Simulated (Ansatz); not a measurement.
YNi2Ge2 in space group I4/mmm (No. 139; Y on 2a, Ni on 4d, Ge on 4e), DFT-PBE in the program Ansatz with PAW potentials, all energies at zero smearing, with the estimated change up to a 700 eV cutoff added, with one set of potentials and settings (totals compare only within such a set). Cell of 5 atoms (1 Y, 2 Ni, 2 Ge): -24121.572 eV.

```csv
element,reference phase,E (eV/atom)
Y,"P6_3/mmc, 2 atoms in the cell",-3848.6668
Ni,"Fm-3m, 1 atoms in the cell, spin-polarised",-5839.7239
Ge,"Fd-3m, 2 atoms in the cell",-4294.9847
```

Formation energy per atom, worked out: (-24121.572 − 1×(-3848.6668) − 2×(-5839.7239) − 2×(-4294.9847))/5 = -0.698 eV/atom (-67 kJ per mol of atoms), at 0 K, without zero-point energy or fitted corrections.

The workflow started from a Materials Project entry (that database holds measured and hypothetical structures alike); the Crystallography Open Database copy checked does not list it. Whether it is the stable phase at ambient conditions was not checked. Symmetry was held in the PBE relaxation; whether a distortion lowers the energy is not shown. No spin polarisation was allowed. The references are the lowest solids computed at this level, not always the standard phases.

Potentials: the later of the program's two PAW sets.
